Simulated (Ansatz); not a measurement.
The start is a relaxed Pb cell deformed by the Cartesian strain tensor (xx, yy, zz, yz, xz, xy) = (0.051, 0.020, -0.041, 0.017, 0.001, -0.022). Cell shape, volume and atoms are optimised at zero target pressure with PBE (plane waves to 420 eV, PAW, scalar-relativistic; Ansatz, a first-principles code). The first steps use a coarse 11×11×11 k-mesh.

Starting cell:
```yaml
crystal:
  lattice:
    - [-0.05286, 2.61019, 2.45665]
    - [2.64921, -0.01384, 2.41764]
    - [2.58880, 2.51077, 0.04657]
  atoms:
    - { symbol: Pb, position: [0.00000, 0.00000, 0.00000] }
```

Energy released: 0.01 eV/atom
Volume change: -2.7 %, from 32.76 to 31.89 Å³/atom
Shortest distances (start → end): The closest pairs of elements (up to four, under 3.6 Å), start → end: Pb–Pb 3.46 → 3.56 Å
Band gap at the end: zero (metallic)
Optimiser moves: 7

Final structure:

```cif
data_Pb4
_chemical_formula_sum 'Pb4'
_space_group_name_H-M_alt 'Fm-3m'
_space_group_IT_number 225
_space_group_name_Hall '-F 4 2 3'
_cell_length_a 5.03414
_cell_length_b 5.03414
_cell_length_c 5.03414
_cell_angle_alpha 90.000
_cell_angle_beta 90.000
_cell_angle_gamma 90.000
loop_
_atom_site_label
_atom_site_type_symbol
_atom_site_symmetry_multiplicity
_atom_site_Wyckoff_symbol
_atom_site_fract_x
_atom_site_fract_y
_atom_site_fract_z
_atom_site_occupancy
Pb1 Pb 4 a 0.00000 0.00000 0.00000 1
```
(The calculation used a cell of 1 atom; values per cell refer to that cell.)

Final values are on a 16×16×16 k-mesh of the relaxed cell. No spin polarisation in the result.

The run could not lose the symmetry of its start.
